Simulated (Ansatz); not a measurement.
B2Ru in space group P6/mmm (No. 191; Ru on 1a, B on 2d) under volume change, DFT-PBEsol in the program Ansatz with PAW potentials, shape and atoms relaxed at each volume.

| V (Å³/atom) | E − E(relaxed) (meV/atom) | P (GPa) |
|---|---|---|
| 7.670 | 77.3 | 35.39 |
| 7.923 | 32.5 | 21.72 |
| 8.176 | 7.7 | 10.01 |
| 8.429 | 0.0 | 0.00 |
| 8.681 | 6.9 | -8.56 |
| 8.934 | 26.3 | -15.86 |
| 9.187 | 56.4 | -22.09 |

What does a third-order Birch–Murnaghan fit give for V₀, B₀ and B′?

V₀ = 8.43 Å³/atom, B₀ = 308 GPa, B′ = 4.2.

A made-up cell: these elements were put on the sites of a structure type; neither database checked (COD, Materials Project) lists it. COD files the formula under space group No. 59. Its standing as an ambient phase is unchecked. The PBEsol relaxation kept the symmetry of its start; its stability against distortions is not shown here. The run is not spin-polarised.

Potentials: the earlier of the program's two PAW sets. The files were generated under PBE; for other functionals the program regenerates the frozen cores, and for LDA and PBEsol the local potential too.
